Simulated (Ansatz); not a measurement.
This run works on a generated trial structure, not on a known crystal.

Input and command of a plane-wave DFT calculation in Ansatz:

```yaml
crystal:
  lattice:
    - [5.8524816295, 0.0, 0.0]
    - [-2.9262408147, 5.0683977663, 0.0]
    - [0.0, 0.0, 6.2358400753]
  atoms:
    - { symbol: Er, position: [0.3333333333, 0.6666666667, 0.0] }
    - { symbol: Er, position: [0.6666666667, 0.3333333333, 0.0] }
    - { symbol: Er, position: [0.3333333333, 0.6666666667, 0.5] }
    - { symbol: Er, position: [0.6666666667, 0.3333333333, 0.5] }
    - { symbol: Er, position: [0.0, 0.0, 0.5] }
    - { symbol: Br, position: [0.0, 0.0, 0.0] }
basis:
  ecutwfc: 770
kpoints:
  mp_grid: { grid: [6, 6, 6] }
hamiltonian:
  xc: pbe
  pseudopotentials:
    kind: paw
    azcp: { Er: "pseudopotentials/pbe/nc/lanthanide_3plus/Er.nc.azcp" }
scf:
  occupations: { method: gaussian, width: 0.1 }
output:
  forces: true
  stress: true
  eigenvalues: true
  write_density: true
  write_potential: true
  elf: true
  volumetric_format: npy
relax:
  adjacent_minimum: "off"
  f_tol: 0.01
  max_steps: 80
  cell: { stress_tol: 0.05 }
```

```bash
ansatz run input.yaml --threads 1 --pin off --max-ram 2560MiB --backend cpu --events-out ev --progress --plain --runs-dir out
```

Processor: Intel(R) Xeon(R) Processor @ 2.50GHz (Skylake/Cascade Lake), 1 thread, on a host shared with other jobs.

Q: How long does it run, and how much memory does it take?

A: About 2.5 min, peak memory 0.74 GiB. It solves 38 bands at 28 k points (after reduction by symmetry) with about 8903 plane waves (on the last cell), in 16 SCF iterations over 2 ionic steps.

With its 4f electrons in the core of a norm-conserving potential, the lanthanide is trivalent by construction, without f bands, f moments or other valences.
